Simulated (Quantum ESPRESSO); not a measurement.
## Band energies of GaSb

```
GaSb
1.0
    0.00000     3.05699     3.05699
    3.05699     0.00000     3.05699
    3.05699     3.05699     0.00000
Ga Sb
1 1
Direct
  0.00000   0.00000   0.00000
  0.25000   0.25000   0.25000
```

PBEsol (Quantum ESPRESSO, PseudoDojo norm-conserving, 80 Ry, no spin-orbit coupling); path ΓXWKΓLUWLK,UX; energies in eV from the Fermi level.

| k (1/Å) | point | band 10 | band 11 | band 12 | band 13 | band 14 | band 15 | band 16 | band 17 |
|---|---|---|---|---|---|---|---|---|---|
| 0.00 | Γ | -14.99 | -11.55 | -0.04 | -0.03 | -0.03 | -0.03 | 2.75 | 2.75 |
| 0.34 |  | -14.99 | -11.17 | -2.79 | -1.06 | -1.06 | 1.60 | 2.61 | 4.26 |
| 0.69 |  | -14.99 | -10.11 | -5.33 | -2.20 | -2.20 | 0.88 | 2.02 | 6.77 |
| 1.03 | X | -14.99 | -9.09 | -6.85 | -2.61 | -2.61 | 0.82 | 1.14 | 8.68 |
| 1.16 |  | -14.99 | -9.09 | -6.83 | -2.75 | -2.71 | 1.11 | 1.40 | 8.13 |
| 1.54 | W | -14.99 | -9.05 | -6.71 | -3.40 | -3.18 | 3.64 | 4.23 | 4.35 |
| 1.90 | K | -14.99 | -9.16 | -6.67 | -3.67 | -2.23 | 1.32 | 3.81 | 6.55 |
| 2.00 |  | -14.99 | -9.30 | -6.50 | -3.77 | -2.00 | 1.50 | 4.91 | 6.04 |
| 2.30 |  | -14.99 | -10.15 | -5.40 | -3.13 | -1.16 | 1.95 | 4.41 | 4.52 |
| 2.60 |  | -14.99 | -11.05 | -3.43 | -1.61 | -0.39 | 1.64 | 3.28 | 3.34 |
| 2.99 | Γ | -14.99 | -11.55 | -0.04 | -0.03 | -0.03 | -0.03 | 2.75 | 2.75 |
| 3.29 |  | -14.99 | -11.26 | -2.75 | -0.43 | -0.43 | 0.95 | 3.29 | 3.29 |
| 3.69 |  | -14.99 | -10.23 | -5.84 | -1.09 | -1.09 | 0.41 | 3.73 | 3.73 |
| 3.88 | L | -14.99 | -9.92 | -6.42 | -1.18 | -1.18 | 0.32 | 3.71 | 3.71 |
| 3.99 |  | -14.99 | -9.88 | -6.41 | -1.59 | -1.25 | 0.73 | 3.61 | 3.85 |
| 4.41 |  | -14.99 | -9.28 | -6.54 | -3.68 | -2.07 | 1.45 | 4.50 | 5.84 |
| 4.51 | U | -14.99 | -9.16 | -6.67 | -3.67 | -2.23 | 1.32 | 3.81 | 6.55 |
| 4.76 |  | -14.99 | -9.08 | -6.69 | -3.51 | -2.92 | 2.78 | 3.94 | 5.15 |
| 4.88 | W | -14.99 | -9.05 | -6.71 | -3.40 | -3.18 | 3.64 | 4.23 | 4.35 |
| 5.06 |  | -14.99 | -9.23 | -6.55 | -3.57 | -2.65 | 3.03 | 3.72 | 5.03 |
| 5.42 |  | -14.99 | -9.82 | -6.39 | -2.10 | -1.38 | 1.23 | 3.47 | 4.14 |
| 5.60 | L | -14.99 | -9.92 | -6.42 | -1.18 | -1.18 | 0.32 | 3.71 | 3.71 |
| 5.69 |  | -14.99 | -9.89 | -6.41 | -1.50 | -1.23 | 0.64 | 3.63 | 3.81 |
| 6.05 |  | -14.99 | -9.41 | -6.45 | -3.54 | -1.93 | 1.56 | 4.67 | 5.56 |
| 6.23 | K | -14.99 | -9.16 | -6.67 | -3.67 | -2.23 | 1.32 | 3.81 | 6.55 |
| 6.23 | U | -14.99 | -9.16 | -6.67 | -3.67 | -2.23 | 1.32 | 3.81 | 6.55 |
| 6.60 | X | -14.99 | -9.09 | -6.85 | -2.61 | -2.61 | 0.82 | 1.14 | 8.68 |

At this level the gap is closed or nearly so: along the path the highest valence and lowest conduction bands touch, or overlap by less than 0.6 eV, a zero-gap or semimetallic result; the valence top lies at Γ, the conduction bottom at Γ. Semilocal functionals close the gaps of some narrow-gap semiconductors, so this alone doesn't show that the compound has none.

Without spin-orbit coupling, band edges of such heavy elements can be off by tenths of an eV.

Geometry relaxed with PBEsol.
